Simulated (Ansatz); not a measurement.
Relaxed-ion elastic tensor of NiSb (CsCl type, space group No. 221) in GPa (Voigt order), plane-wave PAW r²SCAN (Ansatz code); density 8.85 g/cm³, 16.92 Å³ per atom.

```
131  108  108  0.0  0.0  0.0
108  131  108  0.0  0.0  0.0
108  108  131  0.0  0.0  0.0
0.0  0.0  0.0  1.1  0.0  0.0
0.0  0.0  0.0  0.0  1.1  0.0
0.0  0.0  0.0  0.0  0.0  1.1
```

Problem. Is the crystal mechanically stable?

Solution. On the edge, within the error: the smallest eigenvalue of C is 1.1 GPa.

Problem. Work out the Voigt and Reuss bounds. Is their mean of use?

Solution. K_V = 115, K_R = 115; G_V = 5.3, G_R = 1.7 GPa. The bounds lie so far apart that a Hill average or a Debye temperature from it would say little.

Space group Pm-3m (CsCl type). A made-up cell: these elements were put on the sites of a structure type; neither database checked (COD, Materials Project) lists it. COD files the formula under space group No. 194. Whether it is the stable phase at ambient conditions was not checked. Symmetry was held in the r²SCAN relaxation; its stability against distortions is not shown here. The workflow began spin-polarised and lost its moments. The cell computed holds one magnetic atom, so no antiferromagnetic order was within reach. As this level gives no gap, shear constants depend on the k-mesh and smearing (Fermi–Dirac, 0.1 eV here). Scalar-relativistic: spin–orbit coupling is off unless named, which matters more the heavier the elements.

Potentials: the earlier of the program's two PAW sets. The files were generated under PBE; for other functionals the program regenerates the frozen cores, and for LDA and PBEsol the local potential too.
